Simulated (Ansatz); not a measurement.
A distorted cell of Ga$_{2}$O$_{3}$ (corundum):

```xyz
10
Lattice="2.5288 1.4600 4.5411 -2.5288 1.4600 4.5411 0.0000 -2.9201 4.5411" Properties=species:S:1:pos:R:3 pbc="T T T"
Ga     0.0093    -0.0308     4.8477
Ga    -0.0093    -0.0308     1.9639
Ga     0.0093    -0.0308     8.7754
Ga    -0.0093    -0.0308    11.6593
O     -0.9957     1.5369     7.7841
O     -0.7774    -1.4967     8.0282
O      1.7731     0.2279     8.0282
O      0.9957    -1.3831     5.5136
O      0.7558     1.6880     5.7577
O     -1.7515    -0.0366     5.7577
```

Computed with PBE (plane waves to 420 eV, PAW, scalar-relativistic; Ansatz, a first-principles code). k mesh 8×8×8 (Γ-centred), Fermi-Dirac smearing 0.05 eV. Stress and pressure are positive under compression. Ga2O3 was relaxed with its symmetry unable to fall.

Problem. Predict the force on every atom, in eV/Å.

Solution. 
```tsv
atom	Fx	Fy	Fz
Ga1	-0.974	1.879	-0.136
Ga2	-0.114	1.409	0.217
Ga3	0.114	1.409	0.217
Ga4	0.974	1.879	-0.136
O5	-0.606	-1.007	1.843
O6	-0.227	-1.422	-0.991
O7	-0.457	-0.860	-0.933
O8	0.606	-1.007	1.843
O9	0.457	-0.860	-0.933
O10	0.227	-1.422	-0.991
```

Problem. Give the stress tensor in GPa and the pressure.

Solution. 
```
   3.64     0.00     0.00
   0.00     7.64     1.41
   0.00     1.41     4.44
```
The pressure, a third of the trace, is 5.24 GPa.

(For displaced atoms, the force is minus the slope of the energy, and its curvature is a force constant, which sets phonon frequencies.)
